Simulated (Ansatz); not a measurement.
SiN₂ in space group Pa-3 (No. 205; Si on 4a, N on 8c) under volume change, PBE in the plane-wave PAW code Ansatz, shape and atoms relaxed at each volume.

```json
[
 {"V (Å³/atom)": "6.775", "E − E(relaxed) (meV/atom)": "?", "P (GPa)": "?"},
 {"V (Å³/atom)": "6.998", "E − E(relaxed) (meV/atom)": "29.9", "P (GPa)": "22.62"},
 {"V (Å³/atom)": "7.222", "E − E(relaxed) (meV/atom)": "7.1", "P (GPa)": "10.42"},
 {"V (Å³/atom)": "7.445", "E − E(relaxed) (meV/atom)": "0.0", "P (GPa)": "0.00"},
 {"V (Å³/atom)": "7.668", "E − E(relaxed) (meV/atom)": "?", "P (GPa)": "?"},
 {"V (Å³/atom)": "7.892", "E − E(relaxed) (meV/atom)": "24.2", "P (GPa)": "-16.45"},
 {"V (Å³/atom)": "8.115", "E − E(relaxed) (meV/atom)": "51.7", "P (GPa)": "-22.88"}
]
```

Task: Complete the blanks.

Result: 
- 7.668, E − E(relaxed) (meV/atom): 6.4
- 7.668, P (GPa): -8.89
- 6.775, E − E(relaxed) (meV/atom): 71.1
- 6.775, P (GPa): 36.89

Task: What does a third-order Birch–Murnaghan fit give for V₀, B₀ and B′?

Result: V₀ = 7.45 Å³/atom, B₀ = 320 GPa, B′ = 4.3.

The start of the workflow was typed in or built on a structure type; neither database checked (COD, Materials Project) lists it. Its standing as an ambient phase is unchecked. Symmetry was held in the PBE relaxation; its stability against distortions is not shown here.

Potentials: the earlier of the program's two PAW sets.
